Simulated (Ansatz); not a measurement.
# What a change of settings does to a run on MgB

The structure comes from a relaxation in the same program, started in the CsCl type, and has space group Pm-3m. Whether it is a known phase or the ground state wasn't checked.

First run: DFT, LDA, PAW with Ansatz's default frozen-core files, scalar-relativistic (Ansatz 0.2.0).

Command: `ansatz run input.yaml --threads 1 --pin off --max-ram 2048MiB --backend cpu --events-out ev --progress --plain --runs-dir out` The run took 9 s on 1 thread of Intel(R) Xeon(R) Processor @ 2.50GHz (Skylake/Cascade Lake), with other jobs on the host, peak memory 0.32 GiB.

```yaml
crystal:
  lattice:
    - [2.8930974391, 0.0, 0.0]
    - [0.0, 2.8930974391, 0.0]
    - [0.0, 0.0, 2.8930974391]
  atoms:
    - { symbol: B, position: [0.0, 0.0, 0.0] }
    - { symbol: Mg, position: [0.5, 0.5, 0.5] }
kpoints:
  mp_grid: { grid: [11, 11, 11] }
  band_path:
    path:
      - [0.0, 0.0, 0.0]
      - [0.0, 0.5, 0.0]
      - [0.5, 0.5, 0.0]
      - [0.0, 0.0, 0.0]
      - [0.5, 0.5, 0.5]
      - [0.0, 0.5, 0.0]
      - [0.5, 0.5, 0.5]
      - [0.5, 0.5, 0.0]
    npoints: 5
scf:
  occupations: { method: fermi_dirac, width: 0.05 }
hamiltonian:
  xc: lda
  pseudopotentials: { kind: paw }
output:
  forces: true
  stress: true
  eigenvalues: true
  efg: { contact_densities: true }
```

Result: converged; pressure -5.26 GPa; 6 SCF iterations.

The input is then changed:

```diff
@@ -5,6 +5,6 @@
     - [0.0, 0.0, 2.8930974391]
   atoms:
-    - { symbol: B, position: [0.0, 0.0, 0.0] }
-    - { symbol: Mg, position: [0.5, 0.5, 0.5] }
+    - { symbol: B, position: [0.0, 0.0, 0.0], spin: 1.0 }
+    - { symbol: Mg, position: [0.5, 0.5, 0.5], spin: 2.0 }
 kpoints:
   mp_grid: { grid: [11, 11, 11] }
@@ -22,4 +22,5 @@
 scf:
   occupations: { method: fermi_dirac, width: 0.05 }
+  algorithm: density_mixing
 hamiltonian:
   xc: lda
@@ -30,3 +31,9 @@
   eigenvalues: true
   efg: { contact_densities: true }
+  write_density: true
+  write_potential: true
+  elf: true
+  volumetric_format: npy
+magnetization:
+  spin_polarized: true
```

Task: Predict the outcome of the changed run.

Result: It converged; pressure -5.26 GPa; moment 0.00 μB; 14 SCF iterations.
